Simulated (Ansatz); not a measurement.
## Sensitivity of the gradients in MoS2 with Zr replacing Mo to the input

Cell: a supercell of MoS2 (space group P6_3/mmc) built from an entry of the Crystallography Open Database (COD), with all atoms left at the host's positions.

Space group P-6m2 (No. 187); a = 9.5070, c = 12.3240 Å, γ = 120.00°.

```csv
site,Wyckoff,site symmetry,x,y,z
Zr,1a,-6m2,0.0000,0.0000,0.0000
Mo2,6l,m..,0.0000,0.3333,0.0000
Mo6,1c,-6m2,0.3333,0.6667,0.0000
Mo8,1e,-6m2,0.6667,0.3333,0.0000
Mo10,3k,mm2,0.1111,0.8889,0.5000
Mo12,3k,mm2,0.1111,0.5556,0.5000
Mo14,3k,mm2,0.4444,0.2222,0.5000
S19,2g,3m.,0.0000,0.0000,0.3730
S20,12o,1,0.0000,0.3333,0.3730
S24,2h,3m.,0.3333,0.6667,0.3730
S26,2i,3m.,0.6667,0.3333,0.3730
S28,6n,.m.,0.1111,0.8889,0.8730
S30,6n,.m.,0.1111,0.5556,0.8730
S32,6n,.m.,0.4444,0.2222,0.8730
```

One atom of each set is listed.

Reference run. Method: Kohn–Sham DFT in Ansatz, PBE, plane waves and PAW, scalar-relativistic, 420 eV cutoff, Γ-centred 3×3×2 k-points, Fermi–Dirac smearing 0.01 eV.

Question: The input is changed as follows: `total_charge`: not typed → 1; `hamiltonian.hubbard`: not typed → {sites: [{species: Mo, l: d, u_eff: 8.0}], double_counting: fll}; `scf.initial_density.chi_scale`: not typed → 0.1. What happens to V_zz (10²¹ V/m²) and η?

Answer: 

```tsv
site	V_zz reference	η reference	V_zz changed	η changed
Zr	-8.59	0.00	-9.69	0.00
Mo2	-6.22	0.63	-26.4	0.17
Mo6	-6.69	0.00	-24.1	0.00
Mo8	-6.71	0.00	-26.6	0.00
Mo10	-7.39	0.00	-22.2	0.03
Mo12	-7.26	0.01	-22.0	0.02
Mo14	-7.21	0.00	-22.0	0.03
S19	-5.19	0.00	-6.10	0.00
S26	-4.95	0.00	-5.92	0.00
S28	-8.18	0.49	-6.52	0.76
S30	-4.60	0.04	-5.65	0.25
S32	-4.73	0.17	-6.24	0.15
```

The largest change of V_zz is on Mo2, from -6.22 to -26.4. Where |V_zz| stays above 0.1, η moves most on Mo2, from 0.63 to 0.17. The table leaves out 2 of the 14 sites, with |V_zz| up to 5.80; their tensors move by 0.91 at most along any direction. The statements above cover all sites. The changed cell holds a charge of +1 on a uniform background, so it isn't the same centre. It has an odd number of electrons and no spin polarisation, so the extra carrier is shared by both spins and spread out, where a real one carries spin and can localise. SCF iterations: 11 and 22. New warnings: filled band counts differ across k points.

On the reference run: The run isn't spin-polarised, and a state with spin may lie lower. The defect repeats with the cell of 54 atoms, so it feels its images: sites between two images don't show the values beside a lone defect, and zeros or small values of η there can come from the images' arrangement. Mo and S carry a gradient in the pure host already, so the values there aren't the defect's effect alone. The defect cell has no gap above 0.1 eV on its mesh, so the values can hang on the smearing and the k-mesh. Without spin–orbit coupling (the program notes it for Mo and Zr) the gradients can shift somewhat, as the gap is small. The neighbours have not yet relaxed around the defect (largest force 1.5 eV/Å), so a real crystal will differ.
